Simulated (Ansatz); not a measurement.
Consider the following.

Ag:
```
CELL_PARAMETERS angstrom
      0.00000     3.81818     3.81818
      3.81818     0.00000     3.81818
      3.81818     3.81818     0.00000
ATOMIC_POSITIONS crystal
  Ag 0.75000 0.75000 0.75000
  Ag 0.50000 0.50000 0.50000
  Ag 0.12500 0.62500 0.12500
  Ag 0.12500 0.12500 0.12500
  Ag 0.62500 0.12500 0.12500
  Ag 0.12500 0.12500 0.62500
```

This is the r²SCAN-relaxed structure.

All from plane-wave PAW r²SCAN (Ansatz code), unless another level is named. Predict the density of states at the Fermi level.

0.27 states/eV per atom (mean over ±0.08 eV).

What about the gap with spin–orbit coupling?

none (metallic).

Space group Fd-3m. The start of the workflow was typed in or built on a structure type; neither database checked (COD, Materials Project) lists it. It is not the phase usual at ambient conditions (space group No. 225). The cell was relaxed with r²SCAN under the symmetry of its start; whether a distortion lowers the energy is not shown. No spin polarisation was allowed. Scalar-relativistic: spin–orbit coupling is off unless named, which matters more the heavier the elements.

Potentials: the earlier of the program's two PAW sets.
